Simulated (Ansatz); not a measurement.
## Band table of S (diamond type)

```yaml
crystal:
  lattice:
    - [0.00000, 2.17688, 2.17688]
    - [2.17688, 0.00000, 2.17688]
    - [2.17688, 2.17688, 0.00000]
  atoms:
    - { symbol: S, position: [0.87500, 0.87500, 0.87500] }
    - { symbol: S, position: [0.12500, 0.12500, 0.12500] }
```

The cell comes from a relaxation on PAW files under the same functional, begun from a prototype that needn't be the stable phase.

Level of theory: DFT with PBEsol, scalar-relativistic, in Ansatz 0.2.0; a Γ-centred 13×13×13 k mesh, Fermi–Dirac smearing of 0.05 eV, no spin polarisation. LAPW: all electrons, basis error target 1 meV/atom.

This run: volume at 0.45 of the series' base cell.

The structure type is held throughout; the real material can change phase at far lower pressure.

Path points, in fractions of the reciprocal vectors: Γ (0.000, 0.000, 0.000), X (0.500, 0.000, 0.500), U (0.625, 0.250, 0.625), K (0.375, 0.375, 0.750), L (0.500, 0.500, 0.500), W (0.500, 0.250, 0.750). The distance column jumps between branches of the path. Levels in eV from the Fermi level; bands 9 to 16, counted from the lowest band of the run. The gap is zero, the pressure 125.9 GPa.

```
# k(1/Å) point b9 b10 b11 b12 b13 b14 b15 b16
0.000 Γ -24.46 -7.27 -7.27 -7.27 -2.52 -2.52 -2.52 -1.23
0.180 - -24.36 -7.81 -7.58 -7.58 -2.69 -2.09 -2.09 -0.73
0.361 - -24.06 -9.05 -8.26 -8.26 -3.14 -1.04 -1.04 0.18
0.541 - -23.56 -10.56 -9.03 -9.03 -3.70 0.13 0.32 0.32
0.722 - -22.87 -12.17 -9.73 -9.73 -4.22 -0.99 1.86 1.86
0.902 - -21.99 -13.79 -10.31 -10.31 -4.61 -2.22 3.50 3.50
1.082 - -20.95 -15.39 -10.74 -10.74 -4.83 -3.27 5.20 5.20
1.263 - -19.74 -16.94 -11.00 -11.00 -4.82 -4.06 6.92 6.92
1.443 X -18.40 -18.40 -11.09 -11.09 -4.57 -4.57 8.12 8.12
1.507 - -18.40 -18.38 -11.16 -11.08 -4.56 -4.46 8.01 8.06
1.571 - -18.42 -18.34 -11.34 -11.05 -4.53 -4.16 7.73 7.89
1.635 - -18.46 -18.27 -11.60 -11.01 -4.47 -3.68 7.31 7.64
1.698 - -18.51 -18.18 -11.89 -10.94 -4.39 -3.08 6.83 7.32
1.762 - -18.60 -18.05 -12.20 -10.86 -4.30 -2.37 6.30 6.96
1.826 - -18.71 -17.91 -12.48 -10.76 -4.18 -1.59 5.75 6.57
1.890 - -18.85 -17.73 -12.71 -10.64 -4.04 -0.75 5.19 6.03
1.953 U -19.04 -17.52 -12.89 -10.51 -3.88 0.13 4.64 5.43
2.837 K -19.04 -17.52 -12.89 -10.51 -3.88 0.13 4.64 5.43
3.028 - -19.82 -16.76 -13.02 -10.02 -3.32 2.82 3.05 3.90
3.220 - -20.80 -15.75 -12.63 -9.44 -2.69 1.62 2.09 3.56
3.411 - -21.80 -14.52 -11.84 -8.83 -2.10 0.38 0.80 2.82
3.603 - -22.71 -13.09 -10.82 -8.27 -1.75 -0.65 -0.29 2.45
3.794 - -23.46 -11.47 -9.66 -7.81 -1.73 -1.46 -1.18 2.15
3.985 - -24.01 -9.74 -8.52 -7.50 -2.05 -1.91 -1.87 1.03
4.177 - -24.35 -8.10 -7.63 -7.33 -2.40 -2.34 -2.20 -0.56
4.368 Γ -24.46 -7.27 -7.27 -7.27 -2.52 -2.52 -2.52 -1.23
4.524 - -24.39 -7.92 -7.38 -7.38 -2.42 -2.36 -2.36 -0.77
4.680 - -24.16 -9.33 -7.63 -7.63 -2.52 -1.95 -1.95 0.51
4.837 - -23.79 -10.96 -7.95 -7.95 -2.79 -1.48 -1.48 2.11
4.993 - -23.29 -12.60 -8.27 -8.27 -3.10 -1.12 -1.12 3.75
5.149 - -22.67 -14.14 -8.53 -8.53 -3.37 -0.96 -0.96 5.25
5.305 - -21.99 -15.49 -8.73 -8.73 -3.58 -0.97 -0.97 6.25
5.461 - -21.37 -16.52 -8.86 -8.86 -3.71 -1.02 -1.02 6.53
5.618 L -21.09 -16.94 -8.90 -8.90 -3.76 -1.05 -1.05 6.55
5.745 - -21.04 -16.92 -9.25 -8.98 -3.43 -1.10 -0.86 6.58
5.873 - -20.89 -16.86 -10.05 -9.21 -2.76 -1.21 -0.23 6.40
6.000 - -20.64 -16.80 -10.96 -9.58 -2.13 -1.29 0.90 5.71
6.128 - -20.30 -16.77 -11.79 -10.08 -1.57 -1.24 2.40 4.50
6.255 - -19.87 -16.86 -12.39 -10.64 -1.04 -1.02 3.32 3.81
6.383 - -19.36 -17.15 -12.66 -11.24 -0.69 -0.43 2.32 2.86
6.511 - -18.79 -17.61 -12.59 -11.80 -0.19 0.19 1.47 1.98
6.638 W -18.19 -18.19 -12.28 -12.28 0.35 0.35 1.27 1.27
6.728 - -18.20 -18.20 -12.24 -12.24 -0.32 -0.32 1.99 1.99
6.819 - -18.22 -18.22 -12.13 -12.13 -1.24 -1.24 3.05 3.05
6.909 - -18.26 -18.26 -11.95 -11.95 -2.12 -2.12 4.17 4.17
6.999 - -18.30 -18.30 -11.74 -11.74 -2.91 -2.91 5.30 5.30
7.089 - -18.34 -18.34 -11.51 -11.51 -3.58 -3.58 6.39 6.39
7.179 - -18.37 -18.37 -11.30 -11.30 -4.11 -4.11 7.33 7.33
7.270 - -18.39 -18.39 -11.15 -11.15 -4.45 -4.45 7.94 7.94
7.360 X -18.40 -18.40 -11.09 -11.09 -4.57 -4.57 8.12 8.12
```
